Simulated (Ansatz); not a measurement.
Data:

MoP:
```cif
data_MoP
_chemical_formula_sum 'Mo1 P1'
_space_group_name_H-M_alt 'Pm-3m'
_space_group_IT_number 221
_space_group_name_Hall '-P 4 2 3'
_cell_length_a 3.00281
_cell_length_b 3.00281
_cell_length_c 3.00281
_cell_angle_alpha 90.000
_cell_angle_beta 90.000
_cell_angle_gamma 90.000
loop_
_atom_site_label
_atom_site_type_symbol
_atom_site_symmetry_multiplicity
_atom_site_Wyckoff_symbol
_atom_site_fract_x
_atom_site_fract_y
_atom_site_fract_z
_atom_site_occupancy
Mo1 Mo 1 a 0.00000 0.00000 0.00000 1
P1 P 1 b 0.50000 0.50000 0.50000 1
```

This is the PBE-relaxed structure.

All from DFT-PBE in the program Ansatz with PAW potentials, unless another level is named. Give the electronic character.

metallic (no gap).

Give the formation energy from the elements (no fitted shifts).

-0.37 eV/atom.

Predict the density of states at the Fermi level.

0.62 states/eV per atom (mean over ±0.08 eV).

Give the gap with spin–orbit coupling.

none (metallic).

A made-up cell: these elements were put on the sites of a structure type; neither database checked (COD, Materials Project) lists it. COD files the formula under space group No. 187, so this cell is another polymorph or a model. Whether it is the stable phase at ambient conditions was not checked. The PBE relaxation kept the symmetry of its start; whether a distortion lowers the energy is not shown. The run is not spin-polarised. The references are the lowest solids computed at this level, not always the standard phases. Scalar-relativistic: spin–orbit coupling is off unless named, which matters more the heavier the elements.

Potentials: the earlier of the program's two PAW sets.
